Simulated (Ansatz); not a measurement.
**Bi₂Se₃: stiffness from a series of strains**

```yaml
crystal:
  lattice:
    - [2.07150, 1.19598, 9.54533]
    - [-2.07150, 1.19598, 9.54533]
    - [0.00000, -2.39196, 9.54533]
  atoms:
    - { symbol: Bi, position: [0.40080, 0.40080, 0.40080] }
    - { symbol: Bi, position: [0.59920, 0.59920, 0.59920] }
    - { symbol: Se, position: [0.00000, 0.00000, 0.00000] }
    - { symbol: Se, position: [0.21170, 0.21170, 0.21170] }
    - { symbol: Se, position: [0.78830, 0.78830, 0.78830] }
```

Atom numbers follow the list: Bi1, Bi2, Se3, Se4, Se5.

Conventional cell: a = 4.143 Å, b = 4.143 Å, c = 28.636 Å, α = 90.00°, β = 90.00°, γ = 120.00°. Bi (atom 1) is surrounded by 6 Se at 2.85 to 3.07 Å. Around Se (atom 3) lie 6 Bi at 3.07 Å. Around Se (atom 4) lie 3 Bi at 2.85 Å.

The cell is COD entry 9011965, as deposited and not checked against the literature; nothing was relaxed.

No spin–orbit coupling, which matters for the heavy atoms here.

Theory: DFT, PBEsol, all-electron LAPW, scalar-relativistic (Ansatz 0.2.0).

The runs use a Γ-centred 6×6×6 k mesh, Fermi–Dirac smearing of 0.03 eV, basis error target 0.5 meV/atom, no spin polarisation.

The strain is applied along the Cartesian axes of the cell as listed (the other components stay zero). Fractional coordinates are held (clamped ions).

σ is the change of stress from the unstrained cell, which is at -0.33 GPa; tension is positive, so slopes are stress–strain coefficients at that pressure.

Only quantities that a quadratic follows smoothly over the whole series are listed; rougher ones are left out.

```
εxx = εyy  σzz (GPa)  σxx (GPa)
  -0.0300      -3.48      -4.81
  -0.0200      -2.19      -3.06
  -0.0100      -1.03      -1.46
   0.0000       0.00       0.00
   0.0100       0.92       1.33
   0.0300       2.46       3.66
```

Task: Fit the series and read off the stiffness at zero strain.

Result: Least-squares fits y = p0 + p1 x + p2 x² to the rows give σzz (GPa): p1 = 98.8, p2 = -570; σxx (GPa): p1 = 141, p2 = -640. So C13 + C23 = 99 GPa and C11 + C12 = 141 GPa, for these axes.

Task: One run, at εxx = εyy = 0.0200, is withheld. Predict its row.

Result: The fits give 1.75, 2.56; the run gave 1.74, 2.55.
